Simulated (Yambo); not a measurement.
Yambo run on AgCl (space group P2_1/m, No. 11). The wavefunctions are PBEsol (Quantum ESPRESSO, PseudoDojo norm-conserving, 82 Ry, scalar-relativistic) ones on a 4×4×2 mesh (26 occupied bands); a = 3.847 Å, b = 3.842 Å, c = 5.414 Å, α = γ = 90.00°, β = 97.28°.

Yambo input:

```
rim_cut
gw0
dyson
el_el_corr
HF_and_locXC
ppa
em1d
RandQpts= 1000000
RandGvec= 1 Ry
EXXRLvcs= 82 Ry
VXCRLvcs= 328 Ry
Chimod= "HARTREE"
% BndsRnXp
 9 | 136 |
%
NGsBlkXp= 7 Ry
% LongDrXp
 1.0 | 1.0 | 1.0 |
%
PPAPntXp= 27.2114 eV
% GbndRnge
 1 | 92 |
%
GTermKind= "BG"
DysSolver= "n"
ExtendOut
% QPkrange
 1 | 1 | 26 | 27 |
 14 | 14 | 26 | 26 |
%
```

k points by index: 1 = Γ, 14 = (-0.5, 0, -0.5).

Table of the .qp output:

```
#    K-point    Band    Eo [eV]    E [eV]    E-Eo [eV]    Vxc [eV]    Vnlxc [eV]    Sc|Eo [eV]    Sc|E [eV]    dSc/dw|Eo [eV]    Re(Z)    Im(Z)
#
    1    26    -1.708153    -2.728234    -1.020081    -19.65656    -24.96602    4.023146    4.289380    -7.101463    0.793037    -0.756315E-3
    1    27    0.679120    1.238050    0.558930    -11.94672    -7.733613    -3.538661    -3.654172    -5.622818    0.828750    -0.001042
    14    26    0.000000    -0.925285    -0.925285    -21.37676    -26.32668    3.793926    4.024636    -6.784021    0.800441    -0.001203
```
(The two width columns are left out.) Convergence of these settings isn't established.

Spin-orbit coupling is not included.

Geometry relaxed with PBEsol.

This is not the ordinary phase of the substance; no match was found in the copy of COD used, and its stability was not checked.
